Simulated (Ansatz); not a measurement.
InGaP$_{2}$:
```
CELL_PARAMETERS angstrom
      2.00688     1.15867     6.58749
     -2.00688     1.15867     6.58749
      0.00000    -2.31734     6.58749
ATOMIC_POSITIONS crystal
  In 0.49940 0.49940 0.49940
  Ga 0.99976 0.99976 0.99976
  P  0.88070 0.88070 0.88070
  P  0.37015 0.37015 0.37015
```

DFT-r²SCAN in the program Ansatz with PAW potentials gives a gap of 1.09 eV without spin–orbit coupling, maximum at Γ, minimum at Γ.

Task: What happens when spin–orbit coupling is switched on?

Result: The gap shrinks by 0.04 eV, to 1.05 eV; maximum at Γ, minimum at Γ.

Task: Give the electron effective mass with spin–orbit coupling.

Result: 0.094, 0.094, 0.15 mₑ (principal values).

Task: Give the hole effective mass with spin–orbit coupling.

Result: 0.15, 0.15, 1.0 mₑ (principal values).

Space group R3m. The first step of the workflow began from a Materials Project structure, measured or hypothetical; the Crystallography Open Database copy checked does not list it. With In and Ga taken as one species the cell has the higher symmetry F-43m, so it may be an ordered model of a mixed-site phase. Whether it is the stable phase at ambient conditions was not checked. Symmetry was held in the r²SCAN relaxation; of distortions, only those at the zone centre were tested.

Potentials: the later of the program's two PAW sets.
